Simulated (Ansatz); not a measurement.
Values for one crystal, relaxed and computed with the program Ansatz at the PBE level (PAW); other levels are named.

```yaml
volume_per_atom: 14.11 Å³
electronic_character: metallic (no gap)
Density of states at the Fermi level: 0.42 states/eV per atom (mean over ±0.08 eV)
Formation energy from the elements (no fitted shifts): -0.19 eV/atom
```

**Question.** Pick the material that matches.
A) Ge2Rh, P6/mmm (Rh on 1a, Ge on 2d)
B) Co5Ge7, I4mm (Pearson symbol tI24)
C) HfGe, I4_1md (Hf on 4a, Ge on 4a)
D) TaGe2, I4/mcm (Ge on 8h, Ta on 4a)

**Answer.** B, Co5Ge7, I4mm (Pearson symbol tI24)

The start of the workflow was typed in or built on a structure type; neither database checked (COD, Materials Project) lists it. Its standing as an ambient phase is unchecked. The PBE relaxation kept the symmetry of its start; whether a distortion lowers the energy is not shown. The workflow began spin-polarised and lost its moments. The references are the lowest solids computed at this level, not always the standard phases. Scalar-relativistic: spin–orbit coupling is off unless named, which matters more the heavier the elements.

Potentials: the later of the program's two PAW sets.
